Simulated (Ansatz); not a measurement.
**Ag, one cell by several methods**

```yaml
crystal:
  lattice:
    - [0.00000, 2.02267, 2.04310]
    - [2.02267, 0.00000, 2.04310]
    - [2.02267, 2.02267, 0.00000]
  atoms:
    - { symbol: Ag, position: [0.00000, 0.00000, 0.00000] }
```

The conventional cell has a = 2.860 Å, b = 2.860 Å, c = 4.086 Å, α = 90.00°, β = 90.00°, γ = 90.00°. Ag (atom 1) has 12 Ag at 2.86 to 2.87 Å as nearest neighbours.

The cell comes from COD entry 9008459, which wasn't checked; take it as a given geometry. The listed cell was then made from it by scaling, straining or moving an atom.

All numbers are computed: DFT, PBEsol, PAW with Ansatz's default frozen-core files, scalar-relativistic (Ansatz 0.2.0); DFT, PBEsol, all-electron PAW with datasets made for the crystal, scalar-relativistic (Ansatz 0.2.0); DFT, PBEsol, all-electron LAPW, scalar-relativistic (Ansatz 0.2.0).

For PAW: a Γ-centred 15×15×15 k mesh, Fermi–Dirac smearing of 0.03 eV, cutoff 420 eV, no spin polarisation; the PAW files were made with PBE, and the program remakes their frozen cores for this functional. The crystal-made all-electron datasets (AE datasets) take a cutoff of 260 eV at this cell. LAPW targets a basis error of 0.5 meV/atom. The Ansatz runs share mesh, smearing and spin set-up. Plane-wave (PAW) pressures include the program's estimate of the Pulay term.

Stress and pressure are positive in compression.

The change that made this cell: equal xx and yy strain of -1 %.

| quantity | PAW | AE datasets | LAPW |
| --- | --- | --- | --- |
| pressure (GPa) | -0.54 | -0.57 | -0.57 |
| stress xx (GPa) | -0.49 | -0.52 | -0.52 |
| stress zz (GPa) | -0.64 | -0.67 | -0.67 |

PAW's pressure differs from the LAPW value by +0.03 GPa.
